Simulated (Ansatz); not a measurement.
Starting structure, 1 CF4 a cell, upright, over a top Ir site (Ir, Fm-3m (No. 225), (1 0 0) face):

```
CELL_PARAMETERS angstrom
5.43132 0.00000 0.00000
0.00000 5.43132 0.00000
0.00000 0.00000 26.01388
ATOMIC_POSITIONS crystal
Ir 0.25000 0.25000 0.30753
Ir 0.25000 0.75000 0.30753
Ir 0.75000 0.25000 0.30753
Ir 0.75000 0.75000 0.30753
Ir 0.50000 0.50000 0.38134
Ir 0.50000 0.00000 0.38134
Ir 0.00000 0.50000 0.38134
Ir 0.00000 0.00000 0.38134
Ir 0.75000 0.75000 0.45593
Ir 0.75000 0.25000 0.45593
Ir 0.25000 0.75000 0.45593
Ir 0.25000 0.25000 0.45593
Ir 0.00000 0.00000 0.52696
Ir 0.00000 0.50000 0.52696
Ir 0.50000 0.00000 0.52696
Ir 0.50000 0.50000 0.52696
F 0.24932 0.26082 0.66526
C 0.01914 0.15262 0.66459
F 0.00000 0.00000 0.62230
F 0.98660 0.01628 0.70891
F 0.84066 0.33338 0.66191
```

These are results of Ansatz, DFT PBE+D3(BJ), scalar-relativistic, plane waves, PAW, not measurements. Plane waves to 420 eV, a k mesh through Γ of 4×4×1 on the computed 21-atom cell and Gaussian smearing (0.10 eV); no spin polarisation. A dipole correction removes the field between periodic images along c.

Atoms 1, 2, 3, 4, 5, 6, 7, 8 (counted from 1) are held. The cell is fixed. Force threshold 0.04 eV/Å.

```tsv
step	E − E_final (eV)	largest force (eV/Å)
1	0.451	2.078
2	0.178	0.960
3	0.072	0.285
4	0.034	0.127
5	0.016	0.042
6	0.009	0.038
7	0.018	0.621
8	0.008	0.121
9	0.008	0.134
10	0.006	0.109
11	0.006	0.082
12	0.005	0.069
13	0.005	0.075
14	0.004	0.117
15	0.004	0.125
16	0.003	0.123
17	0.002	0.096
18	0.002	0.065
19	0.002	0.059
20	0.001	0.062
21	0.001	0.059
22	0.001	0.061
23	0.000	0.056
24	0.000	0.045
25	0.000	0.030
26	0.000	0.017
```

Question: What is the final structure?

Answer:
```
CELL_PARAMETERS angstrom
5.43132 0.00000 0.00000
0.00000 5.43132 0.00000
0.00000 0.00000 26.01388
ATOMIC_POSITIONS crystal
Ir 0.25000 0.25000 0.30753
Ir 0.25000 0.75000 0.30753
Ir 0.75000 0.25000 0.30753
Ir 0.75000 0.75000 0.30753
Ir 0.50000 0.50000 0.38134
Ir 0.50000 0.00000 0.38134
Ir 0.00000 0.50000 0.38134
Ir 0.00000 0.00000 0.38134
Ir 0.74996 0.75003 0.45592
Ir 0.75005 0.25001 0.45597
Ir 0.25001 0.75002 0.45596
Ir 0.24999 0.25001 0.45599
Ir 0.99991 0.99996 0.52699
Ir 0.99988 0.50012 0.52697
Ir 0.50006 0.99987 0.52699
Ir 0.50007 0.50015 0.52698
F 0.42130 0.27613 0.66129
C 0.18977 0.27310 0.67878
F 0.07717 0.06820 0.66270
F 0.19198 0.27785 0.73017
F 0.06888 0.47013 0.66118
```

The end is the local minimum or symmetric point that this start leads to. The slab is only 5.8 Å thick, so the energy isn't converged with thickness.

Spin–orbit coupling is left out, which can shift energies with elements as heavy as these. Spin polarisation was left out, and a magnetic state may lie lower.

Cost: 1 run of about 53 core-minutes, on Intel Xeon Platinum 8488C (Sapphire Rapids) (shared hosts).